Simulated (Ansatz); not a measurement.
AlPd:
```xyz
2
Lattice="0.0000 2.5649 2.5649 2.5649 0.0000 2.5649 2.5649 2.5649 0.0000" Properties=species:S:1:pos:R:3 pbc="T T T"
Pd     0.0000     0.0000     0.0000
Al     2.5649     2.5649     2.5649
```

Relaxed with PBE. Special points in fractions of this cell's reciprocal vectors: Γ (0.000, 0.000, 0.000); X (0.500, 0.000, 0.500); U (0.625, 0.250, 0.625); K (0.375, 0.375, 0.750); L (0.500, 0.500, 0.500); W (0.500, 0.250, 0.750).

Task: List the band energies nearest the Fermi level at these points for PBE (plane waves, PAW; program Ansatz).

Result: In eV from the Fermi level; about four levels below and three above (degenerate sets whole), none deeper than 8.9 eV; … stands for higher levels left out; points with the same levels are listed once.

| k | below | above |
|---|---|---|
| Γ | -3.65 -3.65 -3.65 -3.61 -3.61 | 5.48 5.48 5.48 |
| X | -3.00 -2.50 -2.50 -0.19 | 1.47 1.47 5.45 |
| U | -3.65 -2.64 -1.17 -0.93 | 0.03 2.88 6.57 |
| L | -4.24 -4.24 -2.75 -2.75 -1.27 | 6.64 6.64 6.78 |
| W | -2.50 -0.48 -0.28 -0.28 | 0.66 … |

Space group Fm-3m (rock salt). The start of the workflow was typed in or built on a structure type; neither database checked (COD, Materials Project) lists it. Whether it is the stable phase at ambient conditions was not checked. The PBE relaxation kept the symmetry of its start; whether a distortion lowers the energy is not shown. No spin polarisation was allowed. Spin–orbit coupling is left out wherever it is not named.

Potentials: the earlier of the program's two PAW sets.
